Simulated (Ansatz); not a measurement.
The elements of this relaxed trial crystal are hidden behind letters.

```
lattice vectors (Å)
   5.8056    0.0000    0.0000
  -2.9028    5.0278    0.0000
   0.0000    0.0000    3.9677
fractional positions
X 0.6667 0.3333 0.0000
X 0.3333 0.6667 0.0000
Z 0.0000 0.0000 0.5000
Q 0.5000 0.5000 0.5000
Q 0.5000 0.0000 0.5000
Q 0.0000 0.5000 0.5000
```

Computed with DFT PBE, scalar-relativistic, plane waves, PAW (Ansatz). The final run on the 6-atom cell used 420 eV, a Γ-centred 6×6×10 mesh, 0.10 eV smearing and no spin polarisation.

```
Space group                               : P6/mmm (No. 191)
Conventional cell                         : a = 5.806 Å, c = 3.968 Å
Volume per atom                           : 19.30 Å³
Density                                   : 5.93 g/cm³
Energy over the elements                  : −1.39 eV/atom
Gap on the 6×6×10 mesh of the 6-atom cell : 0 eV (a metal)
```

Energies are uncorrected and count from the elements' standard states at the same level.

Problem. X is an s-block element of period 6, Z is a d-block element of period 5 and Q is a p-block element of period 2. Which elements are they?

Solution. X = Ba, Z = Zr, Q = O, so the formula is Ba2ZrO3. Density times volume gives a mean mass of 5.93 × 19.30/1.6605 = 68.9 u per atom, and this set has 69.0 u. Ba has 6 O at 2.60 Å, 3 Ba at 3.35 Å and 6 Zr at 3.89 Å; Zr has 6 O at 2.90 Å and 12 Ba at 3.89 Å; O has 4 Ba at 2.60 Å, 2 Zr at 2.90 Å and 4 O at 2.90 Å. Other sets within the hints have nearly the same mass, so mass alone doesn't settle it; this one was computed.

Symmetry constrained the relaxation, so the result can be a saddle point. Another cell of Ba2ZrO3 relaxed alike, in P4/mmm, lies 0.53 eV/atom lower, so this cell isn't the stable form at this level.
